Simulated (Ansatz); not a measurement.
## Tl: field gradients at two levels of theory

Cell: a COD entry, whose atoms a relaxation with PBE at fixed cell left in place.

```xyz
2
Lattice="3.4560 0.0000 0.0000 -1.7280 2.9930 0.0000 0.0000 0.0000 5.5250" Properties=species:S:1:pos:R:3 pbc="T T T"
Tl    0.0000    1.9953    1.3813
Tl    1.7280    0.9977    4.1438
```

Sites (sets of like atoms) are named by element and the number of their first atom in this list.

First run. Method: Kohn–Sham DFT in Ansatz, PBE, plane waves and PAW, scalar-relativistic, 420 eV cutoff, Γ-centred 11×11×6 k-points, Fermi–Dirac smearing 0.05 eV.

```
site  atom  V_zz (10²¹ V/m²)     η
  Tl     1             -2.33  0.00
```

Second run. The same atoms and settings, except that the functional is r2SCAN and the cutoff is 500 eV.

Q: What does the second run give?

A: 

| site | atom | V_zz | η | change of V_zz |
| --- | --- | --- | --- | --- |
| Tl | 1 | -2.68 | 0.00 | -0.35 |

The largest change of V_zz is on Tl, from -2.33 to -2.68.

The run finds no gap above 0.1 eV (a metal, or nearly one), so the gradients can move by 10 % or more with the k-mesh. Spin–orbit coupling is left out, which shifts gradients on Tl by a few per cent in wide-gap crystals, and can shift them far more where the calculated gap is small or absent, as here.
